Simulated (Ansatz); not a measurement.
A geometry of VSi$_{2}$ away from equilibrium: step 4 of the relaxation of a relaxed VSi2 cell displaced along its unstable phonon at q = (½, 0, 0) of its primitive reciprocal cell (152i cm⁻¹), largest move 0.15 Å. The numbers are results of PBEsol (plane waves to 420 eV, PAW, scalar-relativistic; Ansatz, an electronic-structure program), not measurements. Γ-centred k-mesh 5×10×10 on the run's cell (coarser than for final values), Fermi–Dirac smearing 0.05 eV. The plane waves were selected for a different cell earlier on the path.

```
VSi2
1.0
    0.33159     5.45257     5.45257
    2.89208     0.00000     2.89208
    2.89208     2.89208     0.00000
V Si
2 4
Direct
  0.06526   0.95649   0.95649
  0.43474   0.04351   0.04351
  0.04158   0.30561   0.30561
  0.65350   0.23100   0.23100
  0.45842   0.69439   0.69439
  0.84650   0.76900   0.76900
```

Q: Give the Cartesian forces on all atoms (eV/Å).

A: 
```tsv
atom	Fx	Fy	Fz
V1	0.12	-0.12	-0.12
V2	-0.12	0.12	0.12
Si3	0.23	-0.23	-0.23
Si4	0.04	-0.04	-0.04
Si5	-0.23	0.23	0.23
Si6	-0.04	0.04	0.04
```

The path ends in R-3m (No. 166). No spin polarisation in the result. A magnetic state may lie lower.

The run could not lose the symmetry of its start, so the end can be a saddle point.

The end of the path is a generated cell of VSi2: the first start was made by placing the elements on the sites of a structure type, and the end was not matched to a known phase here, so it may be hypothetical.
